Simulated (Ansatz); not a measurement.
One crystal and one scan (energy over volume and axial ratio) at two levels, PBE (plane waves to 420 eV, PAW, scalar-relativistic; Ansatz, a quantum-chemistry and plane-wave program) and PBEsol (plane waves to 420 eV, PAW, scalar-relativistic; Ansatz), each from its own relaxed cell and on its own mesh. The cell shown is that of PBE.

Cu₂O (cuprite type, space group Pn-3m)

```yaml
crystal:
  lattice:
    - [4.29840, 0.00000, 0.00000]
    - [0.00000, 4.29840, 0.00000]
    - [0.00000, 0.00000, 4.29840]
  atoms:
    - { symbol: Cu, position: [0.75000, 0.75000, 0.75000] }
    - { symbol: Cu, position: [0.75000, 0.25000, 0.25000] }
    - { symbol: Cu, position: [0.25000, 0.75000, 0.25000] }
    - { symbol: Cu, position: [0.25000, 0.25000, 0.75000] }
    - { symbol: O, position: [0.00000, 0.00000, 0.00000] }
    - { symbol: O, position: [0.50000, 0.50000, 0.50000] }
```

Two coordinates are scanned: the volume, and the ratio of the stretch along z (the conventional c axis) to the stretch across it. Atoms keep their fractional coordinates.

E stands for the smeared free energy. Cu2O is run without spin polarisation. Cu2O was relaxed with its symmetry unable to fall. Percentages come from the unrounded values. Both scans cover V/V₀ from 0.920 to 1.080 and (c/a)/(c/a)₀ from 0.960 to 1.040.

Results of PBE:

| Item | Result |
|---|---|
| Lattice constant a (Å) | 4.298 |
| Shear modulus C′ = (C11 − C12)/2 (fit, atoms clamped) (GPa) | 9.6 |

Task: What does PBEsol give for the same quantities?

Result: 
| quantity | PBEsol | PBE − PBEsol |
|---|---|---|
| Lattice constant a (Å) | 4.222 | +0.076 (+1.8 %) |
| Shear modulus C′ = (C11 − C12)/2 (fit, atoms clamped) (GPa) | 8.7 | +0.9 (+10 %) |

PBE gives the higher value for: lattice constant a; shear modulus C′. Neither level is exact: the differences show how much the result hangs on the functional.

(Under strain, the slope of the energy per volume gives the stress and its curvature an elastic modulus.)
